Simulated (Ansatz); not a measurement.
Relaxed-ion elastic tensor of La$_{2}$O$_{3}$ (La2O3 or Ni2Al3 type, space group No. 164) in GPa (Voigt order), plane-wave PAW r²SCAN (Ansatz code); density 6.58 g/cm³, 16.43 Å³ per atom.

```
  212    127   85.2   31.3    0.0    0.0
  127    212   85.2  -31.3    0.0    0.0
 85.2   85.2    134    0.0    0.0    0.0
 31.3  -31.3    0.0   63.8    0.0    0.0
  0.0    0.0    0.0    0.0   63.8   31.3
  0.0    0.0    0.0    0.0   31.3   42.7
```

Problem. Is the crystal mechanically stable?

Solution. Yes: the smallest eigenvalue of C is 20.2 GPa.

Problem. Work out the Voigt, Reuss and Hill averages.

Solution. K_V = 128, K_R = 116, K_H = 122; G_V = 51.4, G_R = 34.0, G_H = 42.7 GPa.

Problem. Give Young's modulus, Poisson's ratio, Pugh's ratio and the universal anisotropy index.

Solution. E = 9KG/(3K + G) = 115 GPa; ν = 0.34; K/G = 2.86 (ductile by the Pugh limit of 1.75); A_U = 5G_V/G_R + K_V/K_R − 6 = 2.68.

Problem. Estimate the sound speeds and the Debye temperature.

Solution. v_l = √((K + 4G/3)/ρ) = 5210 m/s, v_t = √(G/ρ) = 2550 m/s, mean 2860 m/s; Θ = (h/k)(3n/4πV)^(1/3) v_m = 335 K.

Problem. Solve the Christoffel equation for the three sound speeds along x, y, z.

Solution. Eigenvalues of C_ijkl n_j n_l equal ρv². In km/s, slowest first: x 1.75, 3.62, 5.68; y 2.55, 2.95, 5.76; z 3.11, 3.11, 4.51.

Problem. How much does each axis shrink under pressure?

Solution. Linear compressibilities β_i = Σ_j S_ij (j = 1 to 3): x 1.6, y 1.6, z 5.5 per TPa.

Space group P-3m1 (La2O3 or Ni2Al3 type). The cell was relaxed with r²SCAN under the symmetry of its start; phonons on a q-mesh show no instability. Spin–orbit coupling is left out wherever it is not named.

Potentials: the later of the program's two PAW sets.
